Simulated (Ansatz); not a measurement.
Values for one crystal, relaxed and computed with PBEsol (plane waves, PAW; program Ansatz); other levels are named.

| Quantity | Result |
|---|---|
| Volume per atom | 12.82 Å³ |
| Band gap | 5.72 eV (indirect) |
| Smallest direct gap on the standard path | 6.01 eV |
| Poisson's ratio | 0.06 |
| Electron effective mass | 0.50 mₑ (isotropic) |
| Mechanical stability | stable (all eigenvalues of C positive) |
| Electronic dielectric constant ε∞ (DFPT) | 2.49 (xx = yy), 2.52 (zz) |

Q: Which compound is it?
(A) SiO2, P3_221 (Si on 3a, O on 6c)
(B) V2Cu2O7, Fdd2 (Pearson symbol oF88)
(C) SiBi2O5, Cmc2_1 (Pearson symbol oS32)
(D) FeBiO3, Amm2 (Bi on 2b, Fe on 2a, O on 2b, O on 4d)

A: A, SiO2, P3_221 (Si on 3a, O on 6c)

Symmetry was held in the PBEsol relaxation.

Potentials: the later of the program's two PAW sets.
